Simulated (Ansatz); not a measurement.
MgB₂ (AlB2 type, space group P6/mmm)

```
CELL_PARAMETERS angstrom
      3.07432     0.00000     0.00000
     -1.53716     2.66244     0.00000
      0.00000     0.00000     3.52754
ATOMIC_POSITIONS crystal
  Mg 0.00000 0.00000 0.00000
  B  0.33333 0.66667 0.50000
  B  0.66667 0.33333 0.50000
```

Grid over V/V₀ and (c/a)/(c/a)₀, subscript 0 meaning the relaxed cell; the conventional c axis lies along z; no internal relaxation.

All values below come from PBE (plane waves to 420 eV, PAW, scalar-relativistic; Ansatz, a program for electronic structure). k mesh 17×17×13 (Γ-centred), Fermi-Dirac smearing 0.05 eV. Stress and pressure are positive under compression. With partly filled bands, the response to shear is sensitive to the k mesh, so small differences along c/a are uncertain. MgB2 was relaxed with its symmetry unable to fall. The last digit holds for this mesh only.

Changes of P (GPa) from the point V/V₀ = 1.000, (c/a)/(c/a)₀ = 1.000 when one coordinate moves alone (two changes are said to add if the coupling is within 5 % of the smaller one, nearly so within 20 %):

```json
[
 {"point": "V/V₀ = 1.000, (c/a)/(c/a)₀ = 0.920", "change": "-3.02"},
 {"point": "V/V₀ = 1.000, (c/a)/(c/a)₀ = 0.960", "change": "-1.55"},
 {"point": "V/V₀ = 0.960, (c/a)/(c/a)₀ = 1.000", "change": "6.67"},
 {"point": "V/V₀ = 0.980, (c/a)/(c/a)₀ = 1.000", "change": "3.18"},
 {"point": "V/V₀ = 1.020, (c/a)/(c/a)₀ = 1.000", "change": "-2.90"},
 {"point": "V/V₀ = 1.040, (c/a)/(c/a)₀ = 1.000", "change": "-5.55"},
 {"point": "V/V₀ = 1.000, (c/a)/(c/a)₀ = 1.040", "change": "1.76"},
 {"point": "V/V₀ = 1.000, (c/a)/(c/a)₀ = 1.080", "change": "3.76"}
]
```

Task: Do the two effects add at V/V₀ = 1.020, (c/a)/(c/a)₀ = 1.080? Give the computed change.

Result: The sum of the single changes is -2.90 + (3.76) = 0.86; the calculation gives 0.72, so they add (within 5 % of the smaller single change).

Task: Do the two effects add at V/V₀ = 0.960, (c/a)/(c/a)₀ = 1.080? Give the computed change.

Result: The sum of the single changes is 6.67 + (3.76) = 10.43; the calculation gives 10.73, so the coupling contributes 0.30 (under 20 % of the smaller single change, nearly additive).

Task: Do the two effects add at V/V₀ = 1.020, (c/a)/(c/a)₀ = 0.960? Give the computed change.

Result: The sum of the single changes is -2.90 + (-1.55) = -4.45; the calculation gives -4.40, so they add (within 5 % of the smaller single change).

(A scan under strain: stresses follow from slopes of the energy per volume, elastic moduli from its curvatures.)
